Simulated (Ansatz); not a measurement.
AlCuSnS4:
```
AlCuSnS4
1.0
   -3.52778     3.58666     5.02401
    3.52778    -3.58666     5.02401
    3.52778     3.58666    -5.02401
Al Cu Sn S
2 2 2 8
Direct
  0.00000   0.00000   0.50000
  0.00000   0.50000   0.00000
  0.38249   0.63249   0.75000
  0.61751   0.36751   0.25000
  0.00000   0.00000   0.00000
  0.50000   0.00000   0.50000
  0.24047   0.73664   0.99617
  0.75953   0.26336   0.00383
  0.24047   0.24429   0.50383
  0.75953   0.75571   0.49617
  0.22953   0.74876   0.48077
  0.77047   0.25124   0.51923
  0.76799   0.74876   0.01923
  0.23201   0.25124   0.98077
```

Relaxed with LDA. Special points in fractions of this cell's reciprocal vectors: Γ (0.000, 0.000, 0.000); X (0.500, 0.500, -0.500); F2 (0.373, 0.627, -0.373); Σ0 (-0.373, 0.373, 0.373); Y0 (0.377, -0.377, 0.377); U0 (0.623, 0.377, -0.377); R (0.000, 0.500, 0.000); W (0.250, 0.250, 0.250); S (0.500, 0.000, 0.000); T (0.000, 0.000, 0.500).

Problem. List the band energies nearest the valence-band maximum at these points for LDA (plane waves, PAW; program Ansatz).

Solution. In eV from the valence-band maximum; about four levels below and three above (degenerate sets whole), none deeper than 8.9 eV; points with the same levels are listed once.

```
k                     below                above
--  -----------------------  -------------------
Γ   -0.40 -0.15 -0.10 -0.04       0.61 0.65 1.91
X   -0.68 -0.63 -0.60 -0.40       2.26 2.29 3.27
F2  -0.80 -0.75 -0.57 -0.22       2.09 2.21 3.37
Y0  -0.98 -0.82 -0.60 -0.19       2.07 2.24 3.39
R   -0.53 -0.38 -0.21 -0.08       1.33 1.77 2.75
W   -0.83 -0.83 -0.42 -0.42  2.03 2.03 3.96 3.96
S   -0.41 -0.28 -0.26 -0.23       1.14 1.72 2.81
T   -0.70 -0.70 -0.45 -0.45  2.03 2.03 3.64 3.64
```

Space group Imma. The first step of the workflow began from a Materials Project structure, measured or hypothetical; the Crystallography Open Database copy checked does not list it. Whether it is the stable phase at ambient conditions was not checked. The cell was relaxed with LDA under the symmetry of its start; its stability against distortions is not shown here. No spin polarisation was allowed. Spin–orbit coupling is left out wherever it is not named.

Potentials: the later of the program's two PAW sets.
